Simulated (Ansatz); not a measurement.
KCl (rock salt)

```xyz
2
Lattice="0.0000 3.1906 3.1906 3.1906 0.0000 3.1906 3.1906 3.1906 0.0000" Properties=species:S:1:pos:R:3 pbc="T T T"
Cl     0.0000     0.0000     0.0000
K      3.1906     3.1906     3.1906
```

E(V) scan at fixed shape, V₀ the volume above. Symmetry pins the atoms to their sites.

Level of theory: PBE (plane waves to 420 eV, PAW, scalar-relativistic; Ansatz, a program for electronic structure). k mesh 9×9×9 (Γ-centred), Fermi-Dirac smearing 0.05 eV. Energies are smeared free energies. Stress and pressure are positive under compression. KCl was relaxed with its symmetry unable to fall. The zero of ΔE is the relaxed starting cell.

```json
[
 {"V (Å³/atom)": "29.232", "ΔE (meV/atom)": "20.3"},
 {"V (Å³/atom)": "30.044", "ΔE (meV/atom)": "withheld"},
 {"V (Å³/atom)": "30.856", "ΔE (meV/atom)": "4.6"},
 {"V (Å³/atom)": "31.668", "ΔE (meV/atom)": "1.1"},
 {"V (Å³/atom)": "32.480", "ΔE (meV/atom)": "0.0"},
 {"V (Å³/atom)": "33.292", "ΔE (meV/atom)": "1.0"},
 {"V (Å³/atom)": "34.104", "ΔE (meV/atom)": "3.7"},
 {"V (Å³/atom)": "34.916", "ΔE (meV/atom)": "8.0"},
 {"V (Å³/atom)": "35.728", "ΔE (meV/atom)": "13.6"}
]
```

Fit a third-order Birch-Murnaghan form (E₀, V₀, B₀, B₀′ free) to the given rows and predict ΔE at V = 30.044.

Least squares on the 8 given rows: ΔE = E₀ + (9V₀B₀/16)·y²·[2 + (B₀′ − 4)y], y = (V₀/V)^(2/3) − 1, with V₀ = 32.487 Å³/atom, B₀ = 16.22 GPa (160.2 GPa = 1 eV/Å³; the term in eV is multiplied by 1000), B₀′ = 4.87, E₀ = 0.01 meV/atom; root-mean-square residual 0.01 meV/atom. At 30.044 the fit gives 10.8 meV/atom; the calculation gives 10.8 meV/atom, the same to the digits shown. For the pressure the fit gives 1.53 GPa against the computed 1.53 GPa.

(A scan under strain: stresses follow from slopes of the energy per volume, elastic moduli from its curvatures.)
